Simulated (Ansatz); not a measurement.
HfSiO$_{4}$:
```cif
data_Hf2O8Si2
_chemical_formula_sum 'Hf2 Si2 O8'
_space_group_name_H-M_alt 'P 1'
_space_group_IT_number 1
_cell_length_a 5.52994
_cell_length_b 5.52994
_cell_length_c 5.52994
_cell_angle_alpha 106.952
_cell_angle_beta 106.952
_cell_angle_gamma 114.636
loop_
_space_group_symop_operation_xyz
  'x, y, z'
loop_
_atom_site_label
_atom_site_type_symbol
_atom_site_fract_x
_atom_site_fract_y
_atom_site_fract_z
_atom_site_occupancy
Hf1 Hf 0.00000 0.00000 0.00000 1
Hf2 Hf 0.75000 0.25000 0.50000 1
Si1 Si 0.25000 0.75000 0.50000 1
Si2 Si 0.50000 0.50000 0.00000 1
O1 O 0.13525 0.31988 0.81537 1
O2 O 0.06988 0.75450 0.68463 1
O3 O 0.50450 0.31988 0.18463 1
O4 O 0.06988 0.38525 0.31537 1
O5 O 0.61475 0.93012 0.68463 1
O6 O 0.68012 0.86475 0.18463 1
O7 O 0.24550 0.93012 0.31537 1
O8 O 0.68012 0.49550 0.81537 1
```

Relaxed with r²SCAN.

Task: Which orbitals make up the states near the band edges in the program Ansatz at the r²SCAN level (PAW)?

Result: Top 1 eV of the valence band: O 2p 96 %. Bottom 1 eV of the conduction band: Hf 5d 79 %, O 2p 10 %. Projections are on Löwdin-orthogonalised atomic valence shells; empty p or d shells of many metals are not among them.

Task: Tabulate the density of states.

Result: States/eV per cell of 12 atoms, in 0.25 eV bins, energy from the valence-band maximum.

```
E (eV)  total   O 2p  Hf 5d  Si 3p
------  -----  -----  -----  -----
-7.85    0.00   0.00   0.00   0.00
-7.60    0.26   0.17   0.02   0.00
-7.35    1.14   0.73   0.11   0.01
-7.10    3.25   2.09   0.33   0.03
-6.85    2.16   1.40   0.19   0.03
-6.60    1.82   1.19   0.14   0.03
-6.35    2.12   1.40   0.14   0.03
-6.10    3.95   2.62   0.19   0.05
-5.85    1.66   1.12   0.08   0.05
-5.60    2.37   1.70   0.21   0.21
-5.35    7.37   5.34   0.69   0.71
-5.10    7.52   5.48   0.74   0.73
-4.85    3.98   2.94   0.42   0.39
-4.60    8.70   6.64   0.77   0.77
-4.35    4.96   3.78   0.45   0.41
-4.10    4.32   3.25   0.45   0.35
-3.85    6.96   5.39   0.71   0.50
-3.60    8.80   7.15   0.77   0.42
-3.35    7.19   5.87   0.56   0.33
-3.10    8.34   6.80   0.72   0.36
-2.85    8.64   7.12   0.90   0.23
-2.60    6.95   5.86   0.69   0.12
-2.35    9.00   7.78   0.79   0.09
-2.10   10.02   8.74   0.79   0.12
-1.85    8.38   7.50   0.48   0.09
-1.60    7.27   6.60   0.37   0.08
-1.35    9.79   8.98   0.38   0.15
-1.10   12.48  11.64   0.38   0.15
-0.85   13.52  12.76   0.36   0.08
-0.60    9.82   9.43   0.17   0.04
-0.35    7.52   7.31   0.08   0.02
-0.10    1.73   1.70   0.01   0.00
0.15     0.00   0.00   0.00   0.00
0.40     0.00   0.00   0.00   0.00
0.65     0.00   0.00   0.00   0.00
0.90     0.00   0.00   0.00   0.00
1.15     0.00   0.00   0.00   0.00
1.40     0.00   0.00   0.00   0.00
1.65     0.00   0.00   0.00   0.00
1.90     0.00   0.00   0.00   0.00
2.15     0.00   0.00   0.00   0.00
2.40     0.00   0.00   0.00   0.00
2.65     0.00   0.00   0.00   0.00
2.90     0.00   0.00   0.00   0.00
3.15     0.00   0.00   0.00   0.00
3.40     0.00   0.00   0.00   0.00
3.65     0.00   0.00   0.00   0.00
3.90     0.00   0.00   0.00   0.00
4.15     0.00   0.00   0.00   0.00
4.40     0.00   0.00   0.00   0.00
4.65     0.00   0.00   0.00   0.00
4.90     0.00   0.00   0.00   0.00
5.15     0.00   0.00   0.00   0.00
5.40     0.00   0.00   0.00   0.00
5.65     0.00   0.00   0.00   0.00
5.90     0.26   0.02   0.21   0.02
6.15     7.04   0.54   5.72   0.45
6.40     6.22   0.72   4.89   0.32
6.65     2.48   0.34   1.88   0.07
6.90     4.10   0.33   3.12   0.11
7.15    10.50   0.88   7.92   0.32
7.40     6.85   0.60   4.80   0.32
7.65     5.65   0.58   3.69   0.33
7.90     5.73   0.62   3.69   0.23
8.15     4.02   0.58   2.21   0.35
8.40     6.74   1.07   3.96   0.43
8.65     6.92   1.22   4.17   0.31
8.90     3.33   0.51   1.72   0.16
9.15     2.16   0.26   0.90   0.18
9.40     2.61   0.32   1.17   0.24
9.65     4.00   0.56   2.04   0.35
9.90     3.68   0.60   1.51   0.40
10.15    3.77   0.64   1.22   0.72
10.40    7.71   1.47   1.50   2.66
10.65    6.74   1.45   1.19   2.48
```

Space group I4_1/amd. The r²SCAN relaxation kept the symmetry of its start. No spin polarisation was allowed. Scalar-relativistic: spin–orbit coupling is off unless named, which matters more the heavier the elements.

Potentials: the earlier of the program's two PAW sets. The files were generated under PBE; for other functionals the program regenerates the frozen cores, and for LDA and PBEsol the local potential too.
